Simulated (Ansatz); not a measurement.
**CuS (zincblende structure)**

The computed numbers are results of PBEsol, scalar-relativistic (collinear spin) in the plane-wave PAW code Ansatz at 420 eV, Γ-centred 10×10×10 mesh, 0.05 eV Gaussian smearing; PAW files: Ansatz's generated set soft_2.

```xyz
2
Lattice="0.0000 2.5621 2.5621 2.5621 0.0000 2.5621 2.5621 2.5621 0.0000" Properties=species:S:1:pos:R:3 pbc="T T T"
Cu    0.0000    0.0000    0.0000
S     1.2811    1.2811    1.2811
```

The start was a prototype's sites filled with these elements. The Crystallography Open Database lists the compound in space groups Cmcm, P63/mmc, so this is a trial structure.

Magnetic state: non-magnetic, site spin moments none.

Path: Γ–X–U | K–Γ–L–W–X, with Γ = (0.000, 0.000, 0.000), X = (-0.500, -0.500, 0.000), U = (-0.375, -0.375, 0.250), K = (-0.375, 0.000, 0.375), L = (0.000, 0.000, 0.500), W = (-0.500, -0.250, 0.250) in reciprocal vectors of the calculation's cell.

Problem. Is it a metal or an insulator, and if it has a gap, where are the band edges on this path?

Solution. A metal: bands cross the Fermi level.

Bands as a text map, energy in eV from the Fermi level (dashes), each leg drawn with the same width, + spin up, o spin down, # both:
```
  4.86 |  # #        ###           ##              #    
  4.57 |           ##             #  ####           #   
  4.29 |     #   ##          #   #                   #  
  4.00 | #    ###                                     ##
  3.71 |                      # #                       
  3.43 |#                      #                        
  3.14 |                                                
  2.86 |                                                
  2.57 |                                                
  2.29 |                                                
  2.00 |                                                
  1.71 |                                                
  1.43 |#                     ###                       
  1.14 | #                  ### ##                      
  0.86 |                   # #    ##                    
  0.57 |  #                      #  #                   
  0.29 |  #               #  #       ####               
  0.00 |---#----------------#-----------##--------------
 -0.29 |   #             #        #      ##             
 -0.57 |    #              ##             ##            
 -0.86 |    #         ###                   #           
 -1.14 |     #      ##     #       #       # ######     
 -1.43 |     #######      #                        #####
 -1.71 |         ##########         #       #      ###  
 -2.00 |      #          #                   ######     
 -2.29 |       #### #####            #    ##############
 -2.57 |################# ##############################
 -2.86 | #####################            ######### ####
        Γ      X      UK       Γ       L       W       X
```

The calculation's cell holds 25 valence electrons, an odd number. Without magnetic order each band takes two, so one stays part-filled and the crystal must be a metal. (Only strong correlation, outside this picture, could make a Mott insulator of it.)

The starting moments died out; a magnetic state reached from other starts isn't excluded. No antiparallel order was tried, and in such compounds it can hold moments and open a gap where a parallel start collapses.
